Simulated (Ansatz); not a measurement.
Si in space group P6_3/mmc (No. 194; Si on 4f), plane-wave PAW r²SCAN (Ansatz code). The conduction-band minimum lies at M, with 3 equivalent valleys. Second derivatives d²E/dk² of the lowest band at one valley (eV·Å²), along Cartesian directions:

```csv
direction,d²E/dk²
[100],70.17
[010],7.081
[001],7.074
[110],38.65
[101],38.65
[011],7.076
```

Problem. Find the principal effective masses, the density-of-states mass and the conductivity mass.

Solution. Off-diagonal terms follow from H_xy = H[110] − (H_xx + H_yy)/2, and m*/mₑ = 7.620 eV·Å² over each eigenvalue: 0.11, 1.1, 1.1. One valley's DOS mass (m₁m₂m₃)^(1/3) = 0.50, conductivity mass 3/(Σ 1/mᵢ) = 0.27 mₑ.

Problem. What effective density of states Nc follows at 300 K for parabolic valleys?

Solution. Nc = 2.509e19 × 3 × (0.50)^(3/2) ≈ 2.7e19 cm⁻³.

Problem. With the computed static dielectric constant 11.7 (mean of the diagonal), estimate a hydrogenic donor's binding energy and radius.

Solution. E = 13.606 eV × 0.27/11.7² ≈ 27 meV; a = 0.529 Å × ε/m* ≈ 23 Å. Semilocal masses tend to be too small where the gap is.

The workflow started from a Materials Project entry (that database holds measured and hypothetical structures alike); the Crystallography Open Database copy checked does not list it. It is not the phase usual at ambient conditions (space group No. 227). Symmetry was held in the r²SCAN relaxation; phonons on a q-mesh show no instability.

Potentials: the earlier of the program's two PAW sets.
